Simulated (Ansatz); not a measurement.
Given:

Sc₂AlC:
```cif
data_C2Al2Sc4
_chemical_formula_sum 'Sc4 Al2 C2'
_space_group_name_H-M_alt 'P 1'
_space_group_IT_number 1
_cell_length_a 3.28855
_cell_length_b 3.28855
_cell_length_c 15.05027
_cell_angle_alpha 90.000
_cell_angle_beta 90.000
_cell_angle_gamma 120.000
loop_
_space_group_symop_operation_xyz
  'x, y, z'
loop_
_atom_site_label
_atom_site_type_symbol
_atom_site_fract_x
_atom_site_fract_y
_atom_site_fract_z
_atom_site_occupancy
Sc1 Sc 0.66667 0.33333 0.91768 1
Sc2 Sc 0.33333 0.66667 0.08232 1
Sc3 Sc 0.33333 0.66667 0.41768 1
Sc4 Sc 0.66667 0.33333 0.58232 1
Al1 Al 0.33333 0.66667 0.75000 1
Al2 Al 0.66667 0.33333 0.25000 1
C1 C 0.00000 0.00000 0.00000 1
C2 C 0.00000 0.00000 0.50000 1
```

This is the r²SCAN-relaxed structure.

All from the program Ansatz at the r²SCAN level (PAW), unless another level is named. Estimate the bulk modulus (Birch–Murnaghan fit).

909 kbar.

Predict the highest zone-centre frequency.

552 cm^-1.

Space group P6_3/mmc. The workflow started from a Materials Project entry (that database holds measured and hypothetical structures alike); the Crystallography Open Database copy checked does not list it. Whether it is the stable phase at ambient conditions was not checked. Symmetry was held in the r²SCAN relaxation; of distortions, only those at the zone centre were tested. The run is not spin-polarised. As this level gives no gap, phonon frequencies hold no LO–TO term and depend on the k-mesh and smearing (Fermi–Dirac, 0.1 eV here).

Potentials: the later of the program's two PAW sets.
